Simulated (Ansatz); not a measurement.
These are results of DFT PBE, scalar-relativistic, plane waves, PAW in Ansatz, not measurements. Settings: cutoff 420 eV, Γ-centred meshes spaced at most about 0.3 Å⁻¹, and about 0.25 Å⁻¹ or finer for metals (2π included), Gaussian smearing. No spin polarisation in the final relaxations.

Temperature and zero-point effects are left out.

Two forms of Ru2C were relaxed alike.

1.

```yaml
crystal:
  lattice:
    - [1.45257, 0.83864, 4.65897]
    - [-1.45257, 0.83864, 4.65897]
    - [0.00000, -1.67729, 4.65897]
  atoms:
    - { symbol: Ru, position: [0.24469, 0.24469, 0.24469] }
    - { symbol: Ru, position: [0.75531, 0.75531, 0.75531] }
    - { symbol: C, position: [0.00000, 0.00000, 0.00000] }
```

2.

```yaml
crystal:
  lattice:
    - [2.81167, 0.00000, 0.00000]
    - [-1.40584, 2.43498, 0.00000]
    - [0.00000, 0.00000, 4.98578]
  atoms:
    - { symbol: Ru, position: [0.66667, 0.33333, 0.23626] }
    - { symbol: Ru, position: [0.33333, 0.66667, 0.76374] }
    - { symbol: C, position: [0.00000, 0.00000, 0.50000] }
```

Question: Which is lower in energy, and by how much?

Answer: Cell 1 is lower, by 63 meV/atom. Cell 1 has the anti-cadmium chloride type, space group R-3m (No. 166), 11.4 Å³/atom and no gap on its mesh; cell 2 has the anti-cadmium iodide type, space group P-3m1 (No. 164), 11.4 Å³/atom and no gap. Counting C atoms around Ru (those within 1.25 times the shortest such distance or 1.15 times the sum of covalent radii), cell 1 and cell 2 both have Ru 3. Even the lower one lies +0.44 eV/atom against the reference forms of the elements (uncorrected), so neither is stable at this level. Both come from invented guesses.

Cells relaxed within their symmetry can be saddle points. The R-3m cell of Ru2C came from shaking the P-3m1 one.
